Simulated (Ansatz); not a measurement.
Relaxed-ion elastic tensor of Ge in space group P6_3/mmc (No. 194; Ge on 4f) in GPa (Voigt order), LDA in the plane-wave PAW code Ansatz; density 5.44 g/cm³, 22.16 Å³ per atom.

|  | 1 | 2 | 3 | 4 | 5 | 6 |
|---|---|---|---|---|---|---|
| 1 | 145 | 41.8 | 27.4 | 0.0 | 0.0 | 0.0 |
| 2 | 41.8 | 145 | 27.4 | 0.0 | 0.0 | 0.0 |
| 3 | 27.4 | 27.4 | 168 | 0.0 | 0.0 | 0.0 |
| 4 | 0.0 | 0.0 | 0.0 | 40.4 | 0.0 | 0.0 |
| 5 | 0.0 | 0.0 | 0.0 | 0.0 | 40.4 | 0.0 |
| 6 | 0.0 | 0.0 | 0.0 | 0.0 | 0.0 | 51.4 |

Problem. Is the crystal mechanically stable?

Solution. Yes: the smallest eigenvalue of C is 40.4 GPa.

Problem. Work out the Voigt, Reuss and Hill averages.

Solution. K_V = 72.2, K_R = 72.2, K_H = 72.2; G_V = 50.5, G_R = 48.6, G_H = 49.5 GPa.

Problem. Give Young's modulus, Poisson's ratio, Pugh's ratio and the universal anisotropy index.

Solution. E = 9KG/(3K + G) = 121 GPa; ν = 0.22; K/G = 1.46 (brittle by the Pugh limit of 1.75); A_U = 5G_V/G_R + K_V/K_R − 6 = 0.20.

Problem. Estimate the sound speeds and the Debye temperature.

Solution. v_l = √((K + 4G/3)/ρ) = 5040 m/s, v_t = √(G/ρ) = 3020 m/s, mean 3340 m/s; Θ = (h/k)(3n/4πV)^(1/3) v_m = 354 K.

Problem. Solve the Christoffel equation for the three sound speeds along x, y, z.

Solution. Eigenvalues of C_ijkl n_j n_l equal ρv². In km/s, slowest first: x 2.72, 3.07, 5.15; y 2.72, 3.07, 5.15; z 2.72, 2.72, 5.55.

Problem. How much does each axis shrink under pressure?

Solution. Linear compressibilities β_i = Σ_j S_ij (j = 1 to 3): x 4.7, y 4.7, z 4.4 per TPa.

The workflow started from a Materials Project entry (that database holds measured and hypothetical structures alike); the Crystallography Open Database copy checked does not list it. It is not the phase usual at ambient conditions (space group No. 227). The cell was relaxed with LDA under the symmetry of its start; whether a distortion lowers the energy is not shown. As this level gives no gap, shear constants depend on the k-mesh and smearing (Fermi–Dirac, 0.1 eV here).

Potentials: the earlier of the program's two PAW sets. The files were generated under PBE; for other functionals the program regenerates the frozen cores, and for LDA and PBEsol the local potential too.
